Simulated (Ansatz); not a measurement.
Relaxed-ion elastic tensor of ZrSi (CsCl type, Pm-3m) in GPa (Voigt order), DFT-PBE in the program Ansatz with PAW potentials; density 5.44 g/cm³, 18.22 Å³ per atom.

```csv
,1,2,3,4,5,6
1,-43.4,201,201,0.0,0.0,0.0
2,201,-43.4,201,0.0,0.0,0.0
3,201,201,-43.4,0.0,0.0,0.0
4,0.0,0.0,0.0,-105,0.0,0.0
5,0.0,0.0,0.0,0.0,-105,0.0
6,0.0,0.0,0.0,0.0,0.0,-105
```

Q: Is the crystal mechanically stable?

A: No: the smallest eigenvalue of C is -244 GPa.

A made-up cell: these elements were put on the sites of a structure type; neither database checked (COD, Materials Project) lists it. COD files the formula under space group No. 62, 63, so this cell is another polymorph or a model. Whether it is the stable phase at ambient conditions was not checked. The PBE relaxation kept the symmetry of its start. At this level the phase is dynamically unstable (imaginary phonons). The run is not spin-polarised. As this level gives no gap, shear constants depend on the k-mesh and smearing (Fermi–Dirac, 0.1 eV here).

Potentials: the later of the program's two PAW sets.
